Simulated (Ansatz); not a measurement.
CdS (zinc blende)

```
CdS
1.0
    0.00000     2.93890     2.93890
    2.93890     0.00000     2.93890
    2.93890     2.93890     0.00000
S Cd
1 1
Direct
  0.75000   0.75000   0.75000
  0.00000   0.00000   0.00000
```

The slice is a {111} plane (indices of the conventional cell) through the point (0.000, 0.000, 0.000) (fractional), spanned by u = [100] and v = [-1 2 0] in vectors of this cell: u (4.16 Å) and v (7.20 Å, at 90° to u). It covers one period; positions are fractions (u, v).

Calculation: r2SCAN (plane waves to 500 eV, PAW, scalar-relativistic; Ansatz, an electronic-structure program). k mesh 10×10×10. Inside the PAW spheres the values are not all-electron values, and peaks at nuclei hang on which shells count as valence. CdS was relaxed with its symmetry unable to fall.

Task: Predict the map of the electron localisation function (ELF) on the slice.

Result: 
```tsv
v \ u	0.00	0.12	0.25	0.38	0.50	0.62	0.75	0.88
0.86	0.24	0.15	0.42	0.82	0.82	0.82	0.42	0.15
0.71	0.02	0.07	0.34	0.58	0.65	0.58	0.34	0.07
0.57	0.10	0.09	0.18	0.44	0.58	0.44	0.18	0.09
0.43	0.79	0.69	0.14	0.42	0.57	0.42	0.14	0.69
0.29	0.83	0.80	0.58	0.13	0.10	0.13	0.58	0.80
0.14	0.16	0.14	0.12	0.04	0.01	0.04	0.12	0.14
0.00	x	0.57	0.19	0.27	0.50	0.27	0.19	0.57
```

Values: electron localisation function (ELF). Points within 0.5 Å of a nucleus are blanked (x), as the pseudised field means little there.
